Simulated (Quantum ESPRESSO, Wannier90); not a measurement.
**SiC (wurtzite), plane waves to Wannier functions**

```
SiC
1.0
    3.07351     0.00000     0.00000
   -1.53676     2.66174     0.00000
    0.00000     0.00000     5.04525
Si C
2 2
Cartesian
  1.53676  -0.88725   2.52061
 -1.53676   0.88725  -0.00202
  1.53676  -0.88725  -0.62864
 -1.53676   0.88725   1.89399
```

Materials Project entry mp-7140; symmetrised, unrelaxed at this level. COD (Crystallography Open Database) has the formula in 5 space groups, this one among them (matched by group alone). Computed values, not measurements, from PBEsol: Quantum ESPRESSO (norm-conserving PseudoDojo potentials, cutoff 66 Ry, no spin polarisation, no spin-orbit coupling) on a Γ-centred 12×12×6 mesh, then Wannier90. Density: 12×12×6 mesh, cold smearing 0.01 Ry.

Functional, cutoff and mesh named above are those of the base row (PBEsol); the first column says what each row takes instead. Model: 8 functions from bands 1-8, start SCDM (isolated) (the valence bands). Energies are relative to the valence-band maximum; the misfit is to pw.x on a path, for all bands of the set. The functional changes, each with its own PseudoDojo files and their cutoffs, on the same cell. Ω_total can sit in another minimum from row to row; Ω_I of an isolated set cannot.

```
functional  Ω_I (Å²)  Ω_total (Å²)  rms misfit (meV)  gap (eV)  bottom of band 1 (eV)
----------  --------  ------------  ----------------  --------  ---------------------
LDA             8.51          9.75               0.5      2.17                 -15.51
PBE             8.46          9.69               0.5      2.28                 -15.59
PBEsol          8.57          9.82               0.5      2.12                 -15.62
```
